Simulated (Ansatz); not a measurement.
This cell of AlNi (CsCl type) is off equilibrium:

```
CELL_PARAMETERS angstrom
      2.89266     0.00000     0.00000
      0.00000     2.89266     0.00000
      0.00000     0.00000     2.89266
ATOMIC_POSITIONS crystal
  Al 0.88024 0.88024 0.88024
  Ni 0.50000 0.50000 0.50000
```

Computed with PBE (plane waves to 420 eV, PAW, scalar-relativistic; Ansatz, an electronic-structure program). k mesh 13×13×13 (Γ-centred), Fermi-Dirac smearing 0.05 eV. E stands for the smeared free energy. Compression counts positive. With partly filled bands, energies and forces of such displacements shift with the k mesh and the smearing. AlNi is run without spin polarisation. AlNi was relaxed with its symmetry unable to fall. The PAW data are Ansatz's earlier set.

Task: What forces act on the atoms (eV/Å, Cartesian)?

Result: 
| atom | Fx | Fy | Fz |
|---|---|---|---|
| Al1 | 3.989 | 3.989 | 3.989 |
| Ni2 | -3.989 | -3.989 | -3.989 |

Task: Give the stress tensor in GPa and the pressure.

Result: 
```
   26.7     21.7     21.7
   21.7     26.7     21.7
   21.7     21.7     26.7
```
The pressure, a third of the trace, is 26.7 GPa.

Task: In it atom 1 sits (-0.346, -0.346, -0.346) Å away from its relaxed site. What is its energy relative to the relaxed cell?

Result: 1508 meV/cell.

(For displaced atoms, the force is minus the slope of the energy, and its curvature is a force constant, which sets phonon frequencies.)
